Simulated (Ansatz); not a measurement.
Data:

SrTiO3:
```xyz
10
Lattice="-2.7437 2.7437 3.9041 2.7437 -2.7437 3.9041 2.7437 2.7437 -3.9041" Properties=species:S:1:pos:R:3 pbc="T T T"
Sr     0.0000     2.7437     1.9520
Sr     2.7437     0.0000     1.9520
Ti     0.0000     0.0000     0.0000
Ti     0.0000     0.0000     3.9041
O     -1.2373     1.5064     3.9041
O      3.9811     1.2373     0.0000
O      1.2373     1.5064     0.0000
O      1.5064     1.2373     3.9041
O      0.0000     0.0000     5.8561
O      0.0000     0.0000     1.9520
```

This is the PBEsol-relaxed structure.

**Question.** All from PBEsol in the plane-wave PAW code Ansatz, unless another level is named. Predict the highest zone-centre frequency (without LO–TO term).

**Answer.** 820 cm⁻¹.

**Question.** Give the bulk modulus (Birch–Murnaghan fit).

**Answer.** 182 GPa.

Space group I4/mcm. The first step of the workflow began from a Materials Project structure, measured or hypothetical; the Crystallography Open Database files this formula in space group No. 140, but the cells were not matched. It is not the phase usual at ambient conditions (space group No. 221). Symmetry was held in the PBEsol relaxation. At this level the phase is dynamically unstable (imaginary phonons). No spin polarisation was allowed.

Potentials: the later of the program's two PAW sets.
